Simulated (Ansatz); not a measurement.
The relaxed structure here is a generated cell of ScCo: the first start was made by a random draw of sites in a space group, and the end was not matched to a known phase here, so it may be hypothetical.

The end point of a relaxation of ScCo. Space group P-6m2 (No. 187). Level of theory: PBEsol (plane waves to 420 eV, PAW, scalar-relativistic; Ansatz, a program for electronic structure).

```cif
data_Co3Sc3
_chemical_formula_sum 'Co3 Sc3'
_space_group_name_H-M_alt 'P-6m2'
_space_group_IT_number 187
_space_group_name_Hall 'P -6 2'
_cell_length_a 6.25343
_cell_length_b 6.25343
_cell_length_c 4.72427
_cell_angle_alpha 90.000
_cell_angle_beta 90.000
_cell_angle_gamma 120.000
loop_
_atom_site_label
_atom_site_type_symbol
_atom_site_symmetry_multiplicity
_atom_site_Wyckoff_symbol
_atom_site_fract_x
_atom_site_fract_y
_atom_site_fract_z
_atom_site_occupancy
Co1 Co 2 h 0.33333 0.66667 0.27237 1
Co2 Co 1 e 0.66667 0.33333 0.00000 1
Sc1 Sc 3 j 0.16268 0.32535 0.00000 1
```

**Question.** Estimate the magnetic moment that PBEsol returns for this input.

**Answer.** Net 0.21 μB/atom, spin-polarised, with opposite induced moments.

Spin state reached: spin-polarised, with opposite induced moments (net 0.21 μB/atom), from parallel starting moments; other spin orders were not run from this start.

The run could not lose the symmetry of its start: the end is stationary, and may be a saddle point rather than a minimum.
